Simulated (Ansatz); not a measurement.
Ca(CdAs)2 (space group P-3m1)

```
Ca(CdAs)2
1.0
    4.40788     0.00000     0.00000
   -2.20394     3.81733     0.00000
    0.00000     0.00000     7.19731
Ca Cd As
1 2 2
Cartesian
  0.00000   0.00000   0.00000
  0.00000   2.54489   4.56122
  2.20394   1.27244   2.63609
  0.00000   2.54489   1.70955
  2.20394   1.27244   5.48775
```

The relaxed cell is deformed in two ways at once: its volume V is scaled, and at that volume it is stretched along z (the c axis of the conventional cell) so that c/a changes. Fractional atomic positions are held.

All values below come from r2SCAN (plane waves to 500 eV, PAW, scalar-relativistic; Ansatz, a quantum-chemistry and plane-wave program). k mesh 9×9×5 (Γ-centred), Fermi-Dirac smearing 0.05 eV. Compression counts positive. As the atoms are clamped, bonds stretch with the cell, which overstates energies and stresses. Ca(CdAs)2 was relaxed with its symmetry unable to fall.

At one point of the scan the stress tensor (GPa) is:

```
    0.2      0.0      0.0
    0.0      0.2      0.0
    0.0      0.0      4.8
```

Problem. Which point is it?
(A) V/V₀ = 0.947, (c/a)/(c/a)₀ = 1.000
(B) V/V₀ = 0.920, (c/a)/(c/a)₀ = 1.000
(C) V/V₀ = 1.027, (c/a)/(c/a)₀ = 0.947
(D) V/V₀ = 0.973, (c/a)/(c/a)₀ = 0.947

Solution. D, V/V₀ = 0.973, (c/a)/(c/a)₀ = 0.947

(Under strain, the slope of the energy per volume gives the stress and its curvature an elastic modulus.)
